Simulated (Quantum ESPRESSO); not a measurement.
## Calculated data, MgZnGa2SN3 (made-up cell), Zn2Ga2SN3 (made-up cell)

Computed with Quantum ESPRESSO 7.5. Calculation on a made-up crystal cell, not a measurement: periodic Kohn-Sham density functional theory in plane waves with PseudoDojo standard norm-conserving scalar-relativistic pseudopotentials, each functional with its own files (v0.5 for PBE, v0.4.1 for LDA and PBEsol), no spin polarisation, no spin-orbit coupling, atoms not relaxed, stress positive in tension, energies less a fixed whole-eV offset for each atom's element; levels are Kohn-Sham levels at fractions of this cell's reciprocal vectors, counted from the reference band (half the neutral cell's valence electrons, rounded up) at Gamma; error bars cover cutoff and k-mesh only, not smearing or the files; added strain carries the atoms with the cell, and shear is the tensor component; each bar is the largest change over components, and at least 0.002 eV, 0.002 eV per angstrom or 0.02 GPa; energies are for the whole cell, and the offsets were chosen from early runs and are not element reference energies.

Settings shared by all entries: lattice type zincblende/diamond; functional pbe; cutoff 1143 eV; fermi dirac smearing 0.1 eV; scf tolerance 1e-07 eV; electrons removed 0; k mesh 6 x 6 x 6, shifted by half a step.

(1) MgZnGa2SN3 (made-up cell)

```cif
# cell vector a (Å): 4.6711 0.0000 0.0000
# cell vector b (Å): 0.0000 4.6711 0.0000
# cell vector c (Å): 0.0000 0.0000 4.6711
data_MgZnGa2SN3
_symmetry_space_group_name_H-M 'P 1'
_symmetry_Int_Tables_number 1
_cell_length_a 4.6711
_cell_length_b 4.6711
_cell_length_c 4.6711
_cell_angle_alpha 90.000
_cell_angle_beta 90.000
_cell_angle_gamma 90.000
_cell_volume 101.92
loop_
_atom_site_label
_atom_site_type_symbol
_atom_site_fract_x
_atom_site_fract_y
_atom_site_fract_z
_atom_site_occupancy
Ga1 Ga 0.00257 0.00225 0.99553 1
Zn1 Zn 0.99895 0.50217 0.50414 1
Ga2 Ga 0.50252 0.00334 0.48916 1
Mg1 Mg 0.49939 0.49479 0.98750 1
N1 N 0.26720 0.24615 0.24921 1
N2 N 0.25409 0.74539 0.75466 1
N3 N 0.75729 0.24024 0.73886 1
S1 S 0.74820 0.75254 0.24519 1
```

- pressure: 18.98 GPa
- stress xx: -17.95 GPa
- stress yy: -20.65 GPa
- stress zz: -18.33 GPa
- stress yz: 0.0731 GPa
- stress xz: 1.52 GPa
- stress xy: 1.119 GPa
- fermi level: -0.3814 eV
- reference band: 39
- error bar stress: 0.02 GPa
- error bar force: 0.002894 eV/Å
- error bar next band up: 0.002 eV
- error bar fermi level: 0.002572 eV
- error bars from: tighter rerun of this cell

Atoms:
| atoms element | atom site |
| --- | --- |
| Ga | 1 |
| Zn | 2 |
| Ga | 3 |
| Mg | 4 |
| N | 5 |
| N | 6 |
| N | 7 |
| S | 8 |

Forces:
| site | x (eV/Å) | y (eV/Å) | z (eV/Å) |
| --- | --- | --- | --- |
| 1 | 3.578 | 3.165 | -3.272 |
| 2 | 2.559 | -2.313 | 2.03 |
| 3 | -3.731 | 3.28 | 4.228 |
| 4 | -2.395 | -3.022 | -2.779 |
| 5 | -1.176 | -0.7846 | 0.1204 |
| 6 | -0.4381 | 1.559 | -0.7962 |
| 7 | 0.1911 | -0.7763 | 0.1416 |
| 8 | 1.413 | -1.107 | 0.327 |

Levels:
| level k point | next band up (eV) |
| --- | --- |
| Gamma | 2.128 |
| (1/2,1/2,1/2) | 3.054 |
| (0.15,0,0) | 2.634 |
| (0,0.15,0) | 2.669 |
| (0,0,0.15) | 2.658 |

(2) Zn2Ga2SN3 (made-up cell)

```cif
# cell vector a (Å): 4.6711 0.0000 0.0000
# cell vector b (Å): 0.0000 4.6711 0.0000
# cell vector c (Å): 0.0000 0.0000 4.6711
data_Zn2Ga2SN3
_symmetry_space_group_name_H-M 'P 1'
_symmetry_Int_Tables_number 1
_cell_length_a 4.6711
_cell_length_b 4.6711
_cell_length_c 4.6711
_cell_angle_alpha 90.000
_cell_angle_beta 90.000
_cell_angle_gamma 90.000
_cell_volume 101.92
loop_
_atom_site_label
_atom_site_type_symbol
_atom_site_fract_x
_atom_site_fract_y
_atom_site_fract_z
_atom_site_occupancy
Ga1 Ga 0.00257 0.00225 0.99553 1
Zn1 Zn 0.99895 0.50217 0.50414 1
Ga2 Ga 0.50252 0.00334 0.48916 1
Zn2 Zn 0.49939 0.49479 0.98750 1
N1 N 0.26720 0.24615 0.24921 1
N2 N 0.25409 0.74539 0.75466 1
N3 N 0.75729 0.24024 0.73886 1
S1 S 0.74820 0.75254 0.24519 1
```

* pressure: 15.08 GPa
* stress xx: -14.32 GPa
* stress yy: -16.38 GPa
* stress zz: -14.54 GPa
* stress yz: 0.5251 GPa
* stress xz: 2.519 GPa
* stress xy: 1.553 GPa
* fermi level: -0.549 eV
* reference band: 44
* error bar stress: 0.02 GPa
* error bar force: 0.002894 eV/Å
* error bar next band up: 0.002 eV
* error bar fermi level: 0.002572 eV
* error bars from: tighter rerun of a related cell

Atoms:
| atoms element | atom site |
| --- | --- |
| Ga | 1 |
| Zn | 2 |
| Ga | 3 |
| Zn | 4 |
| N | 5 |
| N | 6 |
| N | 7 |
| S | 8 |

Forces:
| site | x (eV/Å) | y (eV/Å) | z (eV/Å) |
| --- | --- | --- | --- |
| 1 | 3.576 | 3.18 | -3.191 |
| 2 | 2.538 | -2.274 | 2.002 |
| 3 | -3.655 | 3.276 | 4.237 |
| 4 | -1.826 | -2.239 | -2.026 |
| 5 | -0.9838 | -0.4694 | -0.2742 |
| 6 | -0.1121 | 1.12 | -0.5394 |
| 7 | -0.1262 | -0.5174 | 0.346 |
| 8 | 0.5892 | -2.076 | -0.5542 |

Levels:
| level k point | next band up (eV) |
| --- | --- |
| Gamma | 1.604 |
| (1/2,1/2,1/2) | 2.762 |
| (0.15,0,0) | 2.241 |
| (0,0.15,0) | 2.221 |
| (0,0,0.15) | 2.245 |
